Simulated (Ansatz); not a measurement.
Geometry optimisation in Ansatz: input, command and trajectory.

```yaml
crystal:
  lattice:
    - [4.1952606504, 0.0, 0.0]
    - [0.0, 4.1952606504, 0.0]
    - [0.0, 0.0, 4.1952606504]
  atoms:
    - { symbol: Cs, position: [0.0, 0.0, 0.0] }
    - { symbol: Co, position: [0.0, 0.5, 0.5], spin: 1.76 }
    - { symbol: Co, position: [0.5, 0.0, 0.5], spin: 1.76 }
    - { symbol: Co, position: [0.5, 0.5, 0.0], spin: 1.76 }
basis:
  ecutwfc: 420
kpoints:
  mp_grid: { grid: [4, 4, 4] }
hamiltonian:
  xc: pbe
scf:
  occupations: { method: gaussian, width: 0.1 }
  lower_state_search: "off"
output:
  forces: true
  stress: true
  eigenvalues: true
  populations: true
magnetization:
  spin_polarized: true
relax:
  adjacent_minimum: "off"
  f_tol: 0.04
  max_steps: 70
  cell: { stress_tol: 0.4 }
```

```bash
ansatz run input.yaml --threads 1 --pin off --max-ram 2560MiB --backend cpu --events-out ev --progress --plain --runs-dir out
```

Computed with Ansatz 0.2.0, DFT PBE, scalar-relativistic, plane waves, PAW.

Of 3 frames 3 are shown, positions in Å and forces in eV/Å; the SCF threshold varies from step to step. Steps run on the plane waves of an earlier cell, with a Pulay correction in the pressure. The basis is chosen afresh for the last frame, the zero of the energies, and at times for earlier ones too; energy and pressure step there, also at an unchanged geometry.

```xyz
4
Lattice="4.1953 0.0000 0.0000 0.0000 4.1953 0.0000 0.0000 0.0000 4.1953" Properties=species:S:1:pos:R:3:forces:R:3 pbc="T T T" step=1 free_energy_over_end_meV_per_atom=64.13 pressure_GPa=-6.48
Cs    0.0000    0.0000    0.0000    0.0000    0.0000    0.0000
Co    0.0000    2.0976    2.0976    0.0000    0.0000    0.0000
Co    2.0976    0.0000    2.0976    0.0000    0.0000    0.0000
Co    2.0976    2.0976    0.0000    0.0000    0.0000    0.0000
4
Lattice="3.9908 0.0000 0.0000 0.0000 3.9908 0.0000 0.0000 0.0000 3.9908" Properties=species:S:1:pos:R:3:forces:R:3 pbc="T T T" step=2 free_energy_over_end_meV_per_atom=-1.24 pressure_GPa=-0.32
Cs    0.0000    0.0000    0.0000    0.0000    0.0000    0.0000
Co    0.0000    1.9954    1.9954    0.0000    0.0000    0.0000
Co    1.9954    0.0000    1.9954    0.0000    0.0000    0.0000
Co    1.9954    1.9954    0.0000    0.0000    0.0000    0.0000
4
Lattice="3.9908 0.0000 0.0000 0.0000 3.9908 0.0000 0.0000 0.0000 3.9908" Properties=species:S:1:pos:R:3:forces:R:3 pbc="T T T" step=3 free_energy_over_end_meV_per_atom=0.00 pressure_GPa=-0.30
Cs    0.0000    0.0000    0.0000    0.0000    0.0000    0.0000
Co    0.0000    1.9954    1.9954    0.0000    0.0000    0.0000
Co    1.9954    0.0000    1.9954    0.0000    0.0000    0.0000
Co    1.9954    1.9954    0.0000    0.0000    0.0000    0.0000
```

The start puts this composition into another compound's structure type, which needn't suit it. At the end the space group is Pm-3m (tolerance 0.05 Å).

It took 15 s on 1 thread of Arm Neoverse V2, with other jobs on the host, peak memory 0.36 GiB.

The k mesh is coarse. Spin-orbit coupling is left out, which matters for the bands of heavy elements.